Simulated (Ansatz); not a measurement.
Pb:
```
CELL_PARAMETERS angstrom
      0.00000     2.47936     2.47936
      2.47936     0.00000     2.47936
      2.47936     2.47936     0.00000
ATOMIC_POSITIONS crystal
  Pb 0.00000 0.00000 0.00000
```

Relaxed with PBE+D3(BJ). Special points in fractions of this cell's reciprocal vectors: Γ (0.000, 0.000, 0.000); X (0.500, 0.000, 0.500); U (0.625, 0.250, 0.625); K (0.375, 0.375, 0.750); L (0.500, 0.500, 0.500); W (0.500, 0.250, 0.750).

Q: List the band energies nearest the Fermi level at these points for DFT-PBE+D3(BJ) in the program Ansatz with PAW potentials.

A: In eV from the Fermi level; about four levels below and three above (degenerate sets whole), none deeper than 8.9 eV; … stands for higher levels left out; points with the same levels are listed once.

```
k              below           above
-  -----------------  --------------
Γ                  –  7.34 7.34 7.34
X        -6.75 -3.29     2.01 2.01 …
U  -6.83 -2.31 -1.25          2.93 …
L        -8.15 -4.22     5.52 5.52 …
W  -6.64 -1.40 -1.40          0.23 …
```

Space group Fm-3m (fcc (Cu type)). The PBE+D3(BJ) relaxation kept the symmetry of its start. The pairwise dispersion correction was not fitted to metals. Scalar-relativistic: spin–orbit coupling is off unless named, which matters more the heavier the elements.

Potentials: the later of the program's two PAW sets.
